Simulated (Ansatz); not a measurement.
BN (wurtzite)

```
BN
1.0
    2.54397     0.00000     0.00000
   -1.27198     2.20314     0.00000
    0.00000     0.00000     4.20774
B N
2 2
Direct
  0.66667   0.33333   0.99990
  0.33333   0.66667   0.49990
  0.66667   0.33333   0.62530
  0.33333   0.66667   0.12530
```

In this cell atom 1 (B, nearest neighbour N at 1.561 Å; its periodic images, 2.5 Å or more away, move with it) is moved by s along Cartesian [111], unit vector (0.577, 0.577, 0.577); all other atoms and the cell stay fixed.

Method: r2SCAN (plane waves to 500 eV, PAW, scalar-relativistic; Ansatz, a first-principles code). k mesh 12×12×6 (Γ-centred), Fermi-Dirac smearing 0.05 eV. The energy includes the smearing's −TS. Compression counts positive. Left out: 1 of 11 points, with atoms too close for the PAW data. F∥ is the force on the atom along that direction. F⊥ is the part of the force across the line. BN was relaxed with its symmetry unable to fall. ΔE is measured from the undisplaced structure.

```
s (Å)   ΔE (meV/cell)  P (GPa)  |F⊥| (eV/Å)  F∥ (eV/Å)
------  -------------  -------  -----------  ---------
-0.470           2244     19.4        7.655      8.012
-0.376           1533     13.9        5.468      7.063
-0.282            923      8.6        3.503      5.868
-0.188            440      4.1        1.888      4.352
-0.094            118      1.0        0.708      2.425
0.000               0      0.0        0.000      0.000
0.094             136      1.8        0.301     -3.009
0.188             588      7.4        0.758     -6.724
0.282            1429     17.6        2.121    -11.341
0.376            2759     33.9        4.795    -17.230
```

Key numbers:

The energy at s = 0.376 Å is 2759 meV/cell. The force along the line at s = -0.470 Å is 8.01 eV/Å and the force constant k = d²E/ds² at s = 0 (finite differences) is 28.7 eV/Å². Symmetry of the curve: not even: the positive side lies higher at ±0.376 Å. Shape of the curve: a single well with its minimum at or next to zero displacement. Harmonic estimate at the end of the scan: ½ks² = 2030 meV/cell against the computed 2759 meV/cell, so the well is stiffer than harmonic there.

The 11 points together took roughly 5 core-minutes.

(For displaced atoms, the force is minus the slope of the energy, and its curvature is a force constant, which sets phonon frequencies.)
